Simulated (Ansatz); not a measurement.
Task: Each is relaxed and computed with the program Ansatz at the PBE level (PAW). Which is the only one with a gap?
A) Hf2Si, P6_3/mmc (Si on 2c, Hf on 2a, Hf on 2d)
B) SiMo2, P6_3/mmc (Si on 2c, Mo on 2a, Mo on 2d)
C) GeMo2, P6_3/mmc (Ge on 2c, Mo on 2a, Mo on 2d)
D) SnS2, P6_3/mmc (Sn on 2c, S on 4f)

Result: D, SnS2, P6_3/mmc (Sn on 2c, S on 4f). SnS2: gap 0.62 eV (indirect); SiMo2: metal; Hf2Si: metal; GeMo2: metal. Constructed cells (a structure type filled with these elements, in neither database checked): SnS2, P6_3/mmc (Sn on 2c, S on 4f); SiMo2, P6_3/mmc (Si on 2c, Mo on 2a, Mo on 2d); Hf2Si, P6_3/mmc (Si on 2c, Hf on 2a, Hf on 2d); GeMo2, P6_3/mmc (Ge on 2c, Mo on 2a, Mo on 2d). Not the usual ambient phase: SnS2, P6_3/mmc (Sn on 2c, S on 4f). Weakly bound layers, chains or molecules computed without a dispersion correction, so cells and soft constants are ill determined: SnS2, P6_3/mmc (Sn on 2c, S on 4f). All cells were relaxed under the symmetry of their starts (and spin orders); stability against distortions was not tested throughout. Rows with no word on spin ran without spin polarisation. Spin–orbit coupling is left out wherever it is not named.

Potentials: the later of the program's two PAW sets.
